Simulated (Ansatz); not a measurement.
The cell below belongs to a search over invented structures; it isn't taken from experiment.

Input and command of a plane-wave DFT calculation in Ansatz:

```yaml
crystal:
  lattice:
    - [4.5932907606, 0.0, 0.0]
    - [-2.2966453803, 3.9779064857, 0.0]
    - [0.0, 0.0, 7.089929671]
  atoms:
    - { symbol: Na, position: [0.6666666667, 0.3333333333, 0.9983687548] }
    - { symbol: Na, position: [0.3333333333, 0.6666666667, 0.1520541429] }
    - { symbol: Na, position: [0.0, 0.0, 0.3431464144] }
    - { symbol: Yb, position: [0.3333333333, 0.6666666667, 0.6753487827] }
    - { symbol: Ge, position: [0.0, 0.0, 0.887383564] }
    - { symbol: Se, position: [0.6666666667, 0.3333333333, 0.4436973211] }
basis:
  ecutwfc: 420
kpoints:
  mp_grid: { grid: [6, 6, 4] }
hamiltonian:
  xc: pbe
scf:
  occupations: { method: gaussian, width: 0.1 }
output:
  forces: true
  stress: true
  eigenvalues: true
relax:
  adjacent_minimum: "off"
  f_tol: 0.01
  max_steps: 30
  cell: { stress_tol: 0.1, fix: [volume] }
```

```bash
ansatz run input.yaml --threads 1 --pin off --max-ram 2560MiB --backend cpu --events-out ev --progress --plain --runs-dir out
```

Processor: Arm Neoverse V1, 1 thread, on a host shared with other jobs.

Problem. Estimate time, memory and problem size.

Solution. About 80 s, peak memory 0.46 GiB. It solves 49 bands at 24 k points (after reduction by symmetry) with about 2549 plane waves, in 33 SCF iterations over 4 ionic steps.
